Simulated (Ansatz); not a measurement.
**Magnetovolume behaviour of Eu3Mg (Pm-3m)**

The reference geometry is a structure from the Materials Project; nothing is relaxed.

Settings: LDA, 5×5×5 k mesh, Fermi–Dirac smearing of 0.05 eV. PAW means Ansatz 0.2.0 on its default frozen-core files; LAPW is all-electron LAPW in Ansatz 0.2.0. Site moments are integrated in spheres about the atoms, whose radii differ between the methods.

The reference run was typed so:

```yaml
crystal:
  lattice:
    - [5.2990734033, 0.0, 0.0]
    - [0.0, 5.2990734033, 0.0]
    - [0.0, 0.0, 5.2990734033]
  atoms:
    - { symbol: Eu, position: [0.5, 0.5, 0.0], spin: 7.0 }
    - { symbol: Eu, position: [0.5, 0.0, 0.5], spin: 7.0 }
    - { symbol: Eu, position: [0.0, 0.5, 0.5], spin: 7.0 }
    - { symbol: Mg, position: [0.0, 0.0, 0.0] }
magnetization:
  spin_polarized: true
kpoints:
  mp_grid: { grid: [5, 5, 5] }
scf:
  occupations: { method: fermi_dirac, width: 0.05 }
hamiltonian:
  xc: lda
  pseudopotentials: { kind: paw }
output:
  forces: true
  stress: true
  eigenvalues: true
  populations: true
```

Command: `ansatz run input.yaml --threads 2 --pin off --max-ram 6144MiB --backend cpu --events-out ev --progress --plain --runs-dir out`

The input for «volume scaled by 1.05» by LAPW differs from it in these lines, output keys apart:

```diff
-    - [5.2990734033, 0.0, 0.0]
-    - [0.0, 5.2990734033, 0.0]
-    - [0.0, 0.0, 5.2990734033]
+    - [5.3859589016, 0.0, 0.0]
+    - [0.0, 5.3859589016, 0.0]
+    - [0.0, 0.0, 5.3859589016]
-  pseudopotentials: { kind: paw }
+  pseudopotentials: { kind: all_electron, lapw: { basis_error: 0.001 } }
```

The cell shown is scaled evenly to other volumes, and every spin-polarised run starts from the same moments.

The search for lower states is left at its default.

```tsv
V/V₀	Å³/atom	M PAW (μB/cell)	M LAPW (μB/cell)	largest site moment, PAW (μB)	P PAW (GPa)	P LAPW (GPa)	F − F(unpolarised), PAW (meV/atom)
0.72	26.78	?	–	7.01	4.6	–	-4749
0.8	29.76	22.52	–	7.07	1.1	–	-4904
0.85	31.62	?	–	7.10	-0.4	–	-4981
0.9	33.48	22.71	–	7.12	-1.6	–	?
0.95	35.34	22.73	22.74	7.14	-2.4	-2.4	-5099
1	37.20	22.72	22.73	7.15	-3.1	-3.0	-5144
1.05	39.06	22.67	22.68	7.15	-3.5	-3.5	-5184
1.1	40.92	22.56	22.57	7.14	-3.8	-3.8	-5219
1.18	43.90	22.35	–	7.12	-4.1	–	-5270
```

Task: Fill in "M PAW (μB/cell)" for the row "0.72".

Result: 22.26.

Task: Fill in "M PAW (μB/cell)" for the row "0.85".

Result: 22.64.

Task: What belongs in the row "0.9", column "F − F(unpolarised), PAW (meV/atom)"?

Result: -5045.

The moments survive down to the smallest volume, V/V₀ = 0.72 at 5 GPa, where the largest is 7.01 μB.

The PAW files were made with PBE; the program remakes their cores once for the run's functional and then keeps them frozen. Without U a semilocal functional puts the f levels too near the Fermi level, which can change moments and the order of magnetic states; site and cell moments are spin moments. Under strong compression frozen cores are worth checking against an all-electron run. Spin–orbit coupling is left out although heavy atoms are present. With open f shells a run can end in a state that isn't the lowest. The magnetic state is the one that this cell and start allow. It needn't be the compound's measured order, which may need a larger cell or be absent.
